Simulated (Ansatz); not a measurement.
Y₃GaC:
```xyz
5
Lattice="4.8547 0.0000 0.0000 0.0000 4.8547 0.0000 0.0000 0.0000 4.8547" Properties=species:S:1:pos:R:3 pbc="T T T"
Y      2.4274     0.0000     2.4274
Y      0.0000     2.4274     2.4274
Y      2.4274     2.4274     0.0000
Ga     0.0000     0.0000     0.0000
C      2.4274     2.4274     2.4274
```

Relaxed with r²SCAN. Special points in fractions of this cell's reciprocal vectors: Γ (0.000, 0.000, 0.000); X (0.000, 0.500, 0.000); M (0.500, 0.500, 0.000); R (0.500, 0.500, 0.500).

Problem. List the band energies nearest the Fermi level at these points for DFT-r²SCAN in the program Ansatz with PAW potentials.

Solution. In eV from the Fermi level; about four levels below and three above (degenerate sets whole), none deeper than 8.9 eV; points with the same levels are listed once.

| k | below | above |
|---|---|---|
| Γ | -0.46 -0.46 -0.46 -0.37 -0.37 | 0.06 0.06 0.06 |
| X | -0.97 -0.97 -0.44 -0.44 | 0.54 1.00 2.37 |
| M | -1.55 -1.28 -1.28 -0.72 | 1.96 1.96 2.25 2.25 |
| R | -3.59 -3.59 -3.59 -0.48 -0.48 -0.48 | 1.70 1.70 1.70 |

Space group Pm-3m (anti-perovskite). The first step of the workflow began from a Materials Project structure, measured or hypothetical; the Crystallography Open Database copy checked does not list it. Its standing as an ambient phase is unchecked. The cell was relaxed with r²SCAN under the symmetry of its start; its stability against distortions is not shown here. The run is not spin-polarised. Spin–orbit coupling is left out wherever it is not named.

Potentials: the earlier of the program's two PAW sets.
